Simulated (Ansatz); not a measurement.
Method: r2SCAN, no spin polarisation; PAW, plane waves to 500 eV, 5×5×8 Γ-centred mesh, fermi-dirac occupations (width 0.1 eV) (Ansatz 0.2.0), atoms fixed.

Computed maps in the lattice plane spanned by a (left to right, 8.14 Å, 25 points from zero) and b (bottom to top, 8.14 Å, 25 points from zero), 60° apart, at height 0.500 along c. The fields are smooth PAW ones with compensation charges, not the true ones near nuclei.

Valence density. Digits on a logarithmic scale: 0 up to 0.03 e/Å³, each further digit a factor of 1.6, 9 from 1.3 e/Å³ up:
```
5555554321111123579999975
5567775432111112357999975
5579998643212222345788875
4579999864223455433456655
4579999985334677764334444
3458999997434789987432333
2346899997534799999742222
2234689997543689889863111
1123457776533479989974211
1112234555432257999975211
1111233343322125789875211
1112344433221112467764211
1112467764211111234443322
2212578987521111112333433
4322579999752111112234555
6533479989974211112345777
9754368988986311122346899
9975347999997422222346899
9997434789987432333345899
9998533467776433444445799
9998642234554334566554579
9998643212222345788875557
6777543211111235799997555
5555543211111235799999755
5555443221111124699999965
```

ELF. Ten even steps from '0' (0.00) to '9' (0.87):
```
4433322111000014553000333
3333333321000001355422333
3333334332000000024444433
2333102443101355201344332
2233000244202799961023332
1234200044302899998201221
1133420135411898589820011
1123444345520698008971001
1112344555530299505993000
1000123455541059988995000
1000000123431005999995000
1000122100111000378862000
1000378862000100012210011
3100599999500010000001234
5410599889950001000123455
5530299505993000111234455
4552069800897100111234443
1354118985898200111133420
0044302899998201221123420
0024420279996102333222330
1024431013552013443322333
3334332000000024444433333
3333332100000135542233333
4333221110000145530003334
5433221111111135541001334
```

The cell is Rb$_{2}$LuPb$_{6}$. Which atoms lie within 0.2 Å of this plane, and where (fractions of a and b)?

Pb at (0.22, 0.78), Pb at (0.78, 0.00), Pb at (0.00, 0.22), Rb at (0.33, 0.33), Rb at (0.67, 0.67). The whole cell:
```
CELL_PARAMETERS angstrom
4.06971 7.04895 0.00000
-4.06972 7.04895 0.00000
0.00000 0.00000 4.55095
ATOMIC_POSITIONS crystal
Pb 0.22000 0.78000 0.50000
Pb 0.78000 0.00000 0.50000
Pb 0.00000 0.22000 0.50000
Rb 0.33330 0.33340 0.50000
Rb 0.66670 0.66660 0.50000
Pb 0.64000 0.36000 0.00000
Pb 0.36000 0.00000 0.00000
Pb 0.00000 0.64000 0.00000
Lu 0.00000 0.00000 0.00000
```

Origin: a known structure type with other elements, at an estimated volume, so it need not be a known compound. Caveats: atoms or cell far from equilibrium.
